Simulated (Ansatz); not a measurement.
TiNF in space group I4_1md (No. 109; Ti on 4a, N on 4a, F on 4a), DFT-r²SCAN in the program Ansatz with PAW potentials. The conduction-band minimum lies at Γ, with 1 equivalent valley. Second derivatives d²E/dk² of the lowest band at one valley (eV·Å²), along Cartesian directions:

```tsv
direction	d²E/dk²
[100]	6.935
[010]	6.935
[001]	1.926
[110]	6.935
[101]	4.431
[011]	4.431
```

**Question.** Find the principal effective masses, the density-of-states mass and the conductivity mass.

**Answer.** Off-diagonal terms follow from H_xy = H[110] − (H_xx + H_yy)/2, and m*/mₑ = 7.620 eV·Å² over each eigenvalue: 1.1, 1.1, 4.0. One valley's DOS mass (m₁m₂m₃)^(1/3) = 1.7, conductivity mass 3/(Σ 1/mᵢ) = 1.4 mₑ.

**Question.** What effective density of states Nc follows at 300 K for parabolic valleys?

**Answer.** Nc = 2.509e19 × 1 × (1.7)^(3/2) ≈ 5.6e19 cm⁻³.

The first step of the workflow began from a Materials Project structure, measured or hypothetical; the Crystallography Open Database copy checked does not list it. Whether it is the stable phase at ambient conditions was not checked. Symmetry was held in the r²SCAN relaxation; whether a distortion lowers the energy is not shown. The run is not spin-polarised.

Potentials: the later of the program's two PAW sets.

Edges and masses are those of Kohn–Sham bands, whose gap is no quasiparticle gap.
